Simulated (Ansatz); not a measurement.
**Yb: frozen-core PAW against all-electron methods**

```
Yb
1.0
    -0.02743    2.72938    2.72938
     2.72938   -0.02743    2.72938
     2.72938    2.72938   -0.02743
Yb
1
Direct
  0.00000 0.00000 0.00000
```

The cell comes from COD entry 9010997, which wasn't checked; take it as a given geometry. The listed cell was then made from it by scaling, straining or moving an atom.

Semilocal functionals without a Hubbard term describe localised f shells poorly; where the shell is localised, the real material differs.

Spin–orbit coupling is left out, though it moves levels of the heavy atoms by tenths of an eV or more.

Methods: DFT, PBE, PAW with Ansatz's default frozen-core files, scalar-relativistic (Ansatz 0.2.0); DFT, PBE, all-electron LAPW, scalar-relativistic (Ansatz 0.2.0).

For PAW: a Γ-centred 13×13×13 k mesh, Fermi–Dirac smearing of 0.05 eV, cutoff 420 eV, no spin polarisation. LAPW targets a basis error of 0.25 meV/atom. The Ansatz runs share mesh, smearing and spin set-up. Plane-wave (PAW) pressures include the program's estimate of the Pulay term.

Stress and pressure are positive in compression.

The change that made this cell: equal xy, yz and zx engineering shear strains of -1 %.

PAW results:

```csv
quantity,PAW
pressure (GPa),-2.15
stress yz (GPa),0.14
stress xz (GPa),0.14
stress xy (GPa),0.14
```

**Question.** What does LAPW (all electrons) give for the same quantities?

**Answer.** 
```tsv
quantity	LAPW
pressure (GPa)	-2.13
stress yz (GPa)	0.14
stress xz (GPa)	0.14
stress xy (GPa)	0.14
```
